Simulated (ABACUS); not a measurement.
Set-up for a self-consistent single point of the (111) slab of AlNi (cut from a parent of space group no. 221; 10 atoms in the cell).

```xyz
10
Lattice="4.0442 0.0000 0.0000 2.0221 3.5024 0.0000 0.0000 0.0000 23.4297" Properties=species:S:1:pos:R:3 pbc="T T T"
Al     2.5277     1.4593     8.0000
Al     0.5055     0.2919     9.6510
Al     4.5498     2.6268    11.3021
Al     2.5277     1.4593    12.9531
Al     0.5055     0.2919    14.5242
Ni     4.5498     2.6268     8.8255
Ni     2.5277     1.4593    10.4765
Ni     0.5055     0.2919    12.1276
Ni     4.5498     2.6268    13.7786
Ni     2.5277     1.4593    15.4297
```

Method: PBE, numerical atomic orbitals TZP (confined pseudo-atomic orbitals with Gaussian additions; energy shift 0.01 Ry), PseudoDojo 0.5 standard norm-conserving PBE (tails mended) pseudopotentials (ABACUS).

ABACUS settings:

```
setting                                                               value
---------------  ----------------------------------------------------------
basis                   TZP numerical atomic orbitals, energy shift 0.01 Ry
KPT                                                       Gamma 4 4 1 0 0 0
basis_type                                                             lcao
dft_functional                                                          PBE
ecutwfc                                                              100 Ry
smearing_method                                                          mp
smearing_sigma                                                0.00999582 Ry
potentials       PseudoDojo 0.5 standard norm-conserving PBE (tails mended)
symmetry                                                                  1
ks_solver                                                     scalapack_gvx
scf_nmax                                                                100
scf_thr                                                             1.0e-07
mixing_type                                                         broyden
```

Results:

```
Quantity                                                   Value
------------------------------------------------  --------------
Number of valence electrons                                  105
Number of bands                                               64
Number of k-points after the program's reduction               7
Size of the basis                                            265
Number of SCF iterations                                      35
Free energy E − TS                                -23145.7087 eV
Fermi level (on the code's own zero)                     2.53 eV
Pressure averaged over the cell with its vacuum        -0.04 GPa
Largest force (vector length)                         1.314 eV/Å
```

Forces (eV/Å):
| atom | Fx | Fy | Fz |
|---|---|---|---|
| Al1 | 0.000 | 0.000 | -0.169 |
| Al2 | 0.000 | 0.000 | -0.639 |
| Al3 | 0.000 | 0.000 | -0.028 |
| Al4 | 0.000 | 0.000 | 0.226 |
| Al5 | 0.000 | 0.000 | 1.314 |
| Ni6 | 0.000 | 0.000 | 0.332 |
| Ni7 | 0.002 | 0.001 | -0.167 |
| Ni8 | -0.005 | -0.003 | 0.023 |
| Ni9 | 0.001 | 0.001 | 0.307 |
| Ni10 | 0.001 | 0.000 | -1.200 |

For comparison: a first run was changed to give this one (atom 5 moved by -0.08 angstrom along z), and from it to this one the free energy rises by 8.1 meV/atom and the largest force goes from 1.089 to 1.314 eV/Å.

The atom-centred basis is finite, which shifts total energies and forces against plane waves. The run has no spin polarisation, so moments on Ni cannot form. Forces above 1 eV/Å remain at this geometry, of which the finite basis can carry a part. No dipole correction was used; where the two faces of such a cut differ, images can couple through a dipole. No clean gap shows at this smearing width and mesh (spacing up to 0.45 Å⁻¹); the mesh is coarse for partly filled bands, so the values carry mesh errors.

Cost on one core: around 9 core-minutes (rough).

The atomic orbitals were generated for these runs; they are not ABACUS's published sets and were checked against plane waves on a few crystals only.

“Tails mended”: in these copies of the files the far tail of each local potential was reset to the Coulomb form.
